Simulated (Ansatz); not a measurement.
# ZnS with Te replacing S: do the settings matter for the field gradients?

This input was run with Ansatz:

```yaml
crystal:
  lattice:
    - [5.718, 3.3012888392, 0.0]
    - [-5.718, 3.3012888392, 0.0]
    - [0.0, 0.0, 18.68999]
  atoms:
    - { symbol: Zn, position: [0.0, 0.0, 0.0] }
    - { symbol: Zn, position: [0.3333333333, 0.6666666667, 0.0] }
    - { symbol: Zn, position: [0.6666666667, 0.3333333333, 0.0] }
    - { symbol: Zn, position: [0.0, 0.0, 0.5] }
    - { symbol: Zn, position: [0.3333333333, 0.6666666667, 0.5] }
    - { symbol: Zn, position: [0.6666666667, 0.3333333333, 0.5] }
    - { symbol: Zn, position: [0.3333333333, 0.3333333334, 0.16667] }
    - { symbol: Zn, position: [0.6666666667, 0.0, 0.16667] }
    - { symbol: Zn, position: [0.0, 0.6666666667, 0.16667] }
    - { symbol: Zn, position: [0.3333333333, 1.0, 0.66667] }
    - { symbol: Zn, position: [0.6666666667, 0.6666666666, 0.66667] }
    - { symbol: Zn, position: [0.0, 0.3333333333, 0.66667] }
    - { symbol: Zn, position: [0.3333333333, 1.0, 0.33333] }
    - { symbol: Zn, position: [0.6666666667, 0.6666666666, 0.33333] }
    - { symbol: Zn, position: [0.0, 0.3333333333, 0.33333] }
    - { symbol: Zn, position: [0.3333333333, 0.3333333334, 0.83333] }
    - { symbol: Zn, position: [0.6666666667, 0.0, 0.83333] }
    - { symbol: Zn, position: [0.0, 0.6666666667, 0.83333] }
    - { symbol: S, position: [0.0, 0.0, 0.125] }
    - { symbol: S, position: [0.3333333333, 0.6666666667, 0.125] }
    - { symbol: S, position: [0.6666666667, 0.3333333333, 0.125] }
    - { symbol: S, position: [0.0, 0.0, 0.625] }
    - { symbol: S, position: [0.3333333333, 0.6666666667, 0.625] }
    - { symbol: S, position: [0.6666666667, 0.3333333333, 0.625] }
    - { symbol: S, position: [0.3333333333, 0.3333333334, 0.29167] }
    - { symbol: S, position: [0.6666666667, 0.0, 0.29167] }
    - { symbol: S, position: [0.0, 0.6666666667, 0.29167] }
    - { symbol: S, position: [0.3333333333, 1.0, 0.79167] }
    - { symbol: S, position: [0.6666666667, 0.6666666666, 0.79167] }
    - { symbol: S, position: [0.0, 0.3333333333, 0.79167] }
    - { symbol: Te, position: [0.3333333333, 1.0, 0.45833] }
    - { symbol: S, position: [0.6666666667, 0.6666666666, 0.45833] }
    - { symbol: S, position: [0.0, 0.3333333333, 0.45833] }
    - { symbol: S, position: [0.3333333333, 0.3333333334, 0.95833] }
    - { symbol: S, position: [0.6666666667, 0.0, 0.95833] }
    - { symbol: S, position: [0.0, 0.6666666667, 0.95833] }
kpoints:
  mp_grid: { grid: [3, 3, 1] }
scf:
  occupations: { method: methfessel_paxton, width: 2.0 }
  max_iter: 50
hamiltonian:
  xc: pbe
  pseudopotentials: { kind: paw }
output:
  forces: true
  stress: true
  populations: true
  efg:
    quadrupole_moments_barn: { Zn: 0.122, S: -0.0694 }
    contact_densities: true
```

```sh
ansatz run input.yaml --threads 1 --pin off --max-ram 3072MiB --backend cpu --events-out ev --progress --plain --runs-dir out
```

It converged. Of its output the block on the nuclei alone is shown, without the SCF iterations, energies, forces and stress (one atom of each set, the first 14 sets):

```
--- PAW observables at the nuclei: V_zz in 10²¹ V/m², potentials from the cell's mean, atoms counted from 1 ---
  atom   1  Zn V_zz =    -0.066627   η = 0.0195   by run symmetry: allowed   C_q = -0.1965 MHz
            electrostatic potential = -3942.122461 V   contact ρ = 166603.227082 e/Å³
  atom   4  Zn V_zz =    -2.245589   η = 0.2051   by run symmetry: allowed   C_q = -6.6244 MHz
            electrostatic potential = -3941.709651 V   contact ρ = 166608.833068 e/Å³
  atom   7  Zn V_zz =    +0.174875   η = 0.1016   by run symmetry: allowed   C_q = +0.5159 MHz
            electrostatic potential = -3942.115462 V   contact ρ = 166603.085860 e/Å³
  atom  10  Zn V_zz =    -0.046330   η = 0.0000   by run symmetry: allowed   C_q = -0.1367 MHz
            electrostatic potential = -3942.069672 V   contact ρ = 166603.112184 e/Å³
  atom  11  Zn V_zz =    -0.043639   η = 0.0000   by run symmetry: allowed   C_q = -0.1287 MHz
            electrostatic potential = -3942.087407 V   contact ρ = 166602.967648 e/Å³
  atom  13  Zn V_zz =    -2.145634   η = 0.0000   by run symmetry: allowed   C_q = -6.3295 MHz
            electrostatic potential = -3941.747775 V   contact ρ = 166608.751301 e/Å³
  atom  14  Zn V_zz =    +0.161066   η = 0.0000   by run symmetry: allowed   C_q = +0.4751 MHz
            electrostatic potential = -3942.033897 V   contact ρ = 166603.172140 e/Å³
  atom  16  Zn V_zz =    +0.013170   η = 0.4301   by run symmetry: allowed   C_q = +0.0389 MHz
            electrostatic potential = -3942.124101 V   contact ρ = 166603.262521 e/Å³
  atom  19  S  V_zz =    +0.042040   η = 0.5240   by run symmetry: allowed   C_q = -0.0705 MHz
            electrostatic potential = -1633.567254 V   contact ρ = 19764.707667 e/Å³
  atom  22  S  V_zz =    -0.179115   η = 0.5962   by run symmetry: allowed   C_q = +0.3006 MHz
            electrostatic potential = -1633.521101 V   contact ρ = 19764.694108 e/Å³
  atom  25  S  V_zz =    -0.087989   η = 0.0757   by run symmetry: allowed   C_q = +0.1477 MHz
            electrostatic potential = -1633.506041 V   contact ρ = 19764.679459 e/Å³
  atom  28  S  V_zz =    +0.058645   η = 0.0000   by run symmetry: allowed   C_q = -0.0984 MHz
            electrostatic potential = -1633.552233 V   contact ρ = 19764.690182 e/Å³
  atom  29  S  V_zz =    +0.049004   η = 0.0000   by run symmetry: allowed   C_q = -0.0822 MHz
            electrostatic potential = -1633.554405 V   contact ρ = 19764.715153 e/Å³
  atom  31  Te V_zz =    -0.459225   η = 0.0000   by run symmetry: allowed
            electrostatic potential = -8645.619713 V   contact ρ = 1468689.006863 e/Å³
```

Problem. Can these gradients be trusted, and how do they compare with a run on standard settings?

Solution. No. Against the standard input the change is `scf.occupations`: {method: fermi_dirac, width: 0.01} → {method: methfessel_paxton, width: 2.0}; `scf.max_iter`: not typed → 50. A site carries the number of its first atom; V_zz in 10²¹ V/m².

```
site  atom  V_zz standard  η standard  V_zz here  η here
 Zn4     4          -2.70        0.06      -2.25    0.21
 Zn7     7           0.11        0.38       0.17    0.10
Zn10    10          0.086        0.00     -0.046    0.00
Zn11    11           0.11        0.00     -0.044    0.00
Zn13    13          -2.69        0.00      -2.15    0.00
Zn14    14          0.083        0.00       0.16    0.00
 S19    19           0.16        0.41      0.042    0.52
 S22    22           0.26        0.99      -0.18    0.60
 S25    25          -0.39        0.05     -0.088    0.08
  Te    31           0.20        0.00      -0.46    0.00
 S32    32           0.66        0.00      -0.11    0.00
 S34    34          0.055        0.05     -0.051    0.03
```

The largest change of V_zz along a kept axis is on S32, from 0.66 to -0.11. In per cent, |V_zz| changes by -20 to -17 on Zn (all sites that start above 0.5, bar those whose gradient vanishes or changes sign or whose main axis turns by over 40°). Where |V_zz| stays above 0.1 and the axes keep their order, η moves most on Zn7, from 0.38 to 0.10. V_zz changes sign on S32 (same axis), Te (same axis), Zn11 (same axis), Zn10 (same axis), S34 (same axis). On S22 the largest principal value lies along another axis in the second run, so the two V_zz can't be compared directly. The table leaves out 4 of the 16 sites, with |V_zz| up to 0.10; their tensors move by 0.06 at most along any direction. The statements above cover all sites. SCF iterations: 9 and 7. The changed input holds a smearing of electronvolts, so its numbers aren't properties of the crystal.

On the reference run: The defect repeats with the cell of 36 atoms, so it feels its images: sites between two images don't show the values beside a lone defect, and zeros or small values of η there can come from the images' arrangement. S and Zn carry a gradient in the pure host already, so the values there aren't the defect's effect alone. Without spin–orbit coupling the gradients at and beside Te can be off by some per cent, at some sites by more. The neighbours have not yet relaxed around the defect (largest force 2.5 eV/Å), so a real crystal will differ.
